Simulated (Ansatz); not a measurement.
ScPtN₂ in space group R-3m (No. 166; Sc on 3b, Pt on 3a, N on 6c) at seven volumes, r²SCAN (plane waves, PAW; program Ansatz), shape and atoms relaxed at each. One row is withheld.

```
V (Å³/atom)  P (GPa)
-----------  -------
12.347             ?
12.754          8.39
13.161          3.75
13.569          0.00
13.976         -2.98
14.383         -5.37
14.790         -7.26
```

Fit the shown pressures and predict the withheld one.

Third-order Birch–Murnaghan: P = (3/2)B₀(x^(7/2) − x^(5/2))[1 + (3/4)(B′ − 4)(x − 1)] with x = (V₀/V)^(2/3). Least squares on the six rows gives V₀ = 13.570 Å³/atom, B₀ = 111.2 GPa, B′ = 6.38. At V = 12.347, x = 1.0650 and P = 14.16 GPa. The run itself gave 13.68 GPa.

The start of the workflow was typed in or built on a structure type; neither database checked (COD, Materials Project) lists it. Whether it is the stable phase at ambient conditions was not checked. Symmetry was held in the r²SCAN relaxation; whether a distortion lowers the energy is not shown. The run is not spin-polarised. Spin–orbit coupling is left out wherever it is not named.

Potentials: the later of the program's two PAW sets.
